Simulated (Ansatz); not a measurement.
The relaxed structure here is a generated cell of Ir: the first start was made by a random draw of sites in a space group, and the end was not matched to a known phase here, so it may be hypothetical. Known forms of Ir include space group No. 225.

The end point of a relaxation of Ir. Space group P6/mmm (No. 191), AFLOW prototype A_hP1_191_a (A_f, as in Sn). Calculation: PBE (plane waves to 420 eV, PAW, scalar-relativistic; Ansatz, a program for electronic structure).

Space group P6/mmm (No. 191); a = 2.6570 Å, b = 2.6570 Å, c = 2.5977 Å, α = 90.00°, β = 90.00°, γ = 120.00°

| atom | site | symmetry | x | y | z |
|---|---|---|---|---|---|
| Ir | 1b | 6/mmm | 0.0000 | 0.0000 | 0.5000 |

| Item | Value |
|---|---|
| Volume per atom | 15.88 Å³ |
| Density | 20.10 g/cm³ |
| Band gap | no gap (metallic) |
| Shortest distances | Ir–Ir 2.60 Å |
| k-mesh | 20×20×18 |

Band energies at high-symmetry points (eV from the Fermi level; labels of this space group; no spin-orbit coupling), from −5 eV up to 1.1 eV:

```
point                       energies
-----  -----------------------------
Γ                        -3.00 -3.00
M                   -1.68 -0.05 0.73
K      -4.85 -3.82 -3.82 -0.80 -0.80
A      -2.49 -2.49 -1.32 -0.93 -0.93
L                              -2.04
H            -4.93 -4.93 -2.46 -2.46
```

No spin polarisation in the result.

The run could not lower the symmetry of its start; a shaken copy of this end point relaxes with PBE to R-3m (No. 166), 0.40 eV/atom lower.
